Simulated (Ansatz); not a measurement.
**Equation of state of Li2ZnCl4 and its gap**

A database entry relaxed whole under r2SCAN (Fd-3m):

```
CELL_PARAMETERS angstrom
0.00000 5.15892 5.15892
5.15892 0.00000 5.15892
5.15892 5.15892 0.00000
ATOMIC_POSITIONS crystal
Li 0.12500 0.12500 0.12500
Li 0.62500 0.12500 0.12500
Li 0.12500 0.12500 0.62500
Li 0.12500 0.62500 0.12500
Zn 0.75000 0.75000 0.75000
Zn 0.50000 0.50000 0.50000
Cl 0.87798 0.87798 0.87798
Cl 0.88394 0.37202 0.37202
Cl 0.87798 0.87798 0.36606
Cl 0.37202 0.88394 0.37202
Cl 0.36606 0.87798 0.87798
Cl 0.37202 0.37202 0.37202
Cl 0.87798 0.36606 0.87798
Cl 0.37202 0.37202 0.88394
```

The cell was scaled uniformly, its shape held, and the atoms relaxed at each volume with plane-wave PAW DFT (Ansatz 0.2.0; r2SCAN, 500 eV, 6×6×6 Γ-centred mesh, fermi-dirac occupations of width 0.020 eV; no spin, no spin-orbit coupling). One row is withheld.

| volume (Å³/atom) | energy over the lowest (meV/atom) | pressure (GPa) | gap over mesh and path (eV) |
| --- | --- | --- | --- |
| 18.438 | 9.0 | 2.59 | 5.090 |
| 18.830 | 3.8 | 1.62 | 5.040 |
| 19.222 | 0.9 | 0.76 | 4.993 |
| 19.615 | 0.0 | 0.00 | 4.948 |
| 20.007 | ? | ? | ? |
| 20.399 | 3.3 | -1.28 | 4.860 |
| 20.791 | 7.1 | -1.81 | 4.818 |

Q: Fit the pressures of the other rows to the third-order Birch-Murnaghan form.

A: With f = [(V₀/V)^(2/3) − 1]/2 and P = 3B₀f(1 + 2f)^(5/2)[1 + 3(B₀′ − 4)f/2], least squares gives V₀ = 19.62 Å³ an atom, B₀ = 35.9 GPa and B₀′ = 4.9; the rows miss the fit by less than 0.01 GPa. The slope of the energies differs from these pressures by less than 0.05 GPa.

Q: How does the gap move with volume?

A: A parabola in ln(V/V₀) through the other rows has the slope dE_g/d ln V = -2.3 eV at V₀, so by B₀ the gap moves by +63 meV a GPa: it widens under pressure.

Q: What does the withheld row hold?

A: The fit gives -0.68 GPa at 20.007 Å³; the run gave -0.68 GPa and 0.8 meV an atom. Its gap is 4.902 eV, against 4.903 eV from the parabola.

Caveats: the shape of the cell was held; 0 K, fixed nuclei; the symmetry was kept, and this need not be the phase that is stable at 0 K; one mesh for all volumes; r2SCAN gaps lie as a rule under measured ones; the slope of the gap can be off by tens of per cent, more where shallow d levels or spin-orbit coupling act on the edges; pressure is positive in compression.
